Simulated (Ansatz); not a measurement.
BaMoP2O8:
```yaml
crystal:
  lattice:
    - [4.18590, 2.63270, 0.00000]
    - [-4.18590, 2.63270, 0.00000]
    - [-0.53408, 0.00000, 7.71484]
  atoms:
    - { symbol: Ba, position: [0.00000, 0.00000, 0.00000] }
    - { symbol: Mo, position: [0.00000, 0.00000, 0.50000] }
    - { symbol: P, position: [0.36472, 0.63528, 0.71147] }
    - { symbol: P, position: [0.63528, 0.36472, 0.28853] }
    - { symbol: O, position: [0.28916, 0.23057, 0.31254] }
    - { symbol: O, position: [0.71084, 0.76943, 0.68746] }
    - { symbol: O, position: [0.23057, 0.28916, 0.68746] }
    - { symbol: O, position: [0.76943, 0.71084, 0.31254] }
    - { symbol: O, position: [0.68967, 0.31033, 0.10528] }
    - { symbol: O, position: [0.31033, 0.68967, 0.89472] }
    - { symbol: O, position: [0.23120, 0.76880, 0.56440] }
    - { symbol: O, position: [0.76880, 0.23120, 0.43560] }
```
The run is spin-polarised; directions of the spins, atom by atom: 0 ↑ 0 0 0 0 0 0 0 0 0 0.

Relaxed with PBEsol. Special points in fractions of this cell's reciprocal vectors: Γ (0.000, 0.000, 0.000); C (0.349, 0.349, 0.000); C2 (-0.349, 0.651, 0.000); Y2 (-0.500, 0.500, 0.000); M2 (-0.500, 0.500, 0.500); D (-0.342, 0.658, 0.500); D2 (0.342, 0.342, 0.500); A (0.000, 0.000, 0.500); L2 (0.000, 0.500, 0.500); V2 (0.000, 0.500, 0.000).

Problem. List the band energies nearest the Fermi level at these points for PBEsol in the plane-wave PAW code Ansatz.

Solution. In eV from the Fermi level; about four levels below and three above (degenerate sets whole), none deeper than 8.9 eV; points with the same levels are listed once.

| k | below | above |
|---|---|---|
| Γ ↑ | -2.81 -0.71 -0.25 -0.04 | 3.04 3.40 3.72 |
| C ↑ | -2.99 -2.84 -0.36 -0.04 | 0.15 3.11 3.49 |
| Y2 ↑ | -2.87 -2.70 -0.71 -0.34 | 0.35 3.14 3.82 |
| M2 ↑ | -2.94 -2.87 -0.66 -0.39 | 0.37 3.38 3.84 |
| D ↑ | -3.24 -3.17 -3.09 -0.31 | 0.07 0.17 3.05 |
| A ↑ | -2.71 -0.65 -0.23 0.00 | 3.43 3.83 3.88 |
| L2 ↑ | -3.17 -3.06 -0.25 -0.01 | 0.25 2.86 3.84 |
| V2 ↑ | -3.09 -2.95 -0.27 -0.08 | 0.16 2.77 3.81 |
| Γ ↓ | -3.00 -2.91 -2.79 -2.78 | 0.77 1.01 1.25 |
| C ↓ | -3.48 -3.27 -2.95 -2.81 | 1.09 1.18 1.27 |
| Y2 ↓ | -3.33 -3.16 -2.84 -2.67 | 0.74 0.95 1.43 |
| M2 ↓ | -3.25 -3.14 -2.91 -2.84 | 0.77 0.90 1.45 |
| D ↓ | -3.20 -3.19 -3.14 -3.04 | 1.10 1.29 1.30 |
| A ↓ | -3.29 -3.04 -2.81 -2.67 | 0.81 1.02 1.30 |
| L2 ↓ | -3.29 -3.21 -3.14 -3.02 | 1.10 1.27 1.45 |
| V2 ↓ | -3.28 -3.21 -3.04 -2.93 | 1.08 1.24 1.35 |

Space group C2/m. The workflow started from a Materials Project entry (that database holds measured and hypothetical structures alike); the Crystallography Open Database files this formula in space group No. 12, but the cells were not matched. Its standing as an ambient phase is unchecked. Symmetry was held in the PBEsol relaxation; its stability against distortions is not shown here. Magnetic state: ferromagnetic, the only order run, not a proven ground state. The cell computed holds one magnetic atom, so no antiferromagnetic order was within reach. No Hubbard U is applied. Scalar-relativistic: spin–orbit coupling is off unless named, which matters more the heavier the elements.

Potentials: the later of the program's two PAW sets.
